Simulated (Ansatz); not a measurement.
With PBE in the plane-wave PAW code Ansatz, ZrMo in the rock salt structure (Fm-3m) relaxes to a = 5.496 Å. Mo has 6 nearest neighbours from 2.75 Å (octahedral); Zr has 6 nearest neighbours from 2.75 Å (octahedral). Against the elements it lies at 0.97 eV/atom, with no fitted shifts.

Electronic character: metallic (no gap). Gap from PBE with spin–orbit coupling: none (metallic).

An equation-of-state fit gives a bulk modulus of 116 GPa.

The start of the workflow was typed in or built on a structure type; neither database checked (COD, Materials Project) lists it. Its standing as an ambient phase is unchecked. Symmetry was held in the PBE relaxation; its stability against distortions is not shown here. No spin polarisation was allowed. Its formation energy is positive at this level, so the cell may be metastable or incomplete. The references are the lowest solids computed at this level, not always the standard phases. Scalar-relativistic: spin–orbit coupling is off unless named, which matters more the heavier the elements.

Potentials: the earlier of the program's two PAW sets.
